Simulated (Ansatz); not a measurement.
SnO2:
```
CELL_PARAMETERS angstrom
      3.22802     0.00000     0.00000
     -1.61401     2.79555     0.00000
      0.00000     0.00000     5.51326
ATOMIC_POSITIONS crystal
  Sn 0.00000 0.00000 0.00000
  O  0.33333 0.66667 0.18348
  O  0.66667 0.33333 0.81652
```

Relaxed with PBE. Special points in fractions of this cell's reciprocal vectors: Γ (0.000, 0.000, 0.000); M (0.500, 0.000, 0.000); K (0.333, 0.333, 0.000); A (0.000, 0.000, 0.500); L (0.500, 0.000, 0.500); H (0.333, 0.333, 0.500).

List the band energies nearest the valence-band maximum at these points for PBE (plane waves, PAW; program Ansatz).

In eV from the valence-band maximum; about four levels below and three above (degenerate sets whole), none deeper than 8.9 eV; … stands for higher levels left out; points with the same levels are listed once.

```
k                          below            above
-  -----------------------------  ---------------
Γ  -1.18 -1.18 -0.75 -0.75 -0.34   2.30 5.88 9.99
M        -2.88 -1.25 -0.38 -0.14  5.40 7.47 10.55
K  -3.47 -3.47 -2.51 -0.23 -0.23     6.20 10.13 …
A  -1.18 -1.18 -0.81 -0.74 -0.74  2.93 5.64 10.11
L        -2.86 -1.10 -0.41 -0.16  5.34 7.32 10.38
H  -3.54 -3.54 -2.58 -0.11 -0.11      6.21 9.47 …
```

Space group P-3m1 (CdI2 type). A made-up cell: these elements were put on the sites of a structure type; neither database checked (COD, Materials Project) lists it. It is not the phase usual at ambient conditions (space group No. 136). Symmetry was held in the PBE relaxation; whether a distortion lowers the energy is not shown. A crystal of weakly bound layers computed without a dispersion correction: the cell and the soft elastic constants depend strongly on that. Spin–orbit coupling is left out wherever it is not named.

Potentials: the later of the program's two PAW sets.
